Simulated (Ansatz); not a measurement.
One crystal and one scan (scan of one atom of the cell) at two levels, PBE-D3(BJ) (plane waves to 420 eV, PAW, scalar-relativistic; Ansatz, a program for electronic structure) and r2SCAN+rVV10 (plane waves to 500 eV, PAW, scalar-relativistic; Ansatz), each from its own relaxed cell and on its own mesh. The cell shown is that of PBE-D3(BJ).

Relaxed Sb (A7 type, space group R-3m):

```
CELL_PARAMETERS angstrom
      2.16078     1.24753     3.67966
     -2.16078     1.24753     3.67966
      0.00000    -2.49506     3.67966
ATOMIC_POSITIONS crystal
  Sb 0.23639 0.23639 0.23639
  Sb 0.76361 0.76361 0.76361
```

In this cell atom 1 (Sb, nearest neighbour Sb at 2.932 Å; its periodic images, 4.3 Å or more away, move with it) is moved by s along Cartesian x, unit vector (1.000, 0.000, 0.000); all other atoms and the cell stay fixed.

E stands for the smeared free energy. Sb was relaxed with its symmetry unable to fall. Spin-orbit coupling is left out, though Sb is heavy. The PAW data are Ansatz's earlier set. With partly filled bands, energies and forces of such displacements shift with the k mesh and the smearing. Percentages come from the unrounded values.

Results of PBE-D3(BJ):

Lattice constant a (Å): 4.322
Lattice constant c (Å): 11.04
Relaxed volume (Å³/atom): 29.76
Force constant k = d²E/ds² at s = 0 (finite differences) (eV/Å²): 1.77
Shape of the curve: a single well with its minimum at or next to zero displacement

**Question.** Estimate the r2SCAN+rVV10 values.

**Answer.** 
| quantity | r2SCAN+rVV10 | PBE-D3(BJ) − r2SCAN+rVV10 |
|---|---|---|
| Lattice constant a (Å) | 4.329 | -0.007 (-0.2 %) |
| Lattice constant c (Å) | 11.35 | -0.31 (-2.7 %) |
| Relaxed volume (Å³/atom) | 30.69 | -0.93 (-3.1 %) |
| Force constant k = d²E/ds² at s = 0 (finite differences) (eV/Å²) | 2.41 | -0.64 (-27 %) |

PBE-D3(BJ) gives the lower value for: lattice constant c; relaxed volume; force constant k = d²E/ds² at s = 0. They agree on: lattice constant a (within 0.2 %). Both give the same shape of the curve: a single well with its minimum at or next to zero displacement.

(A displaced cell: forces are minus the slopes of the energy, force constants its curvatures, and phonons follow from these.)
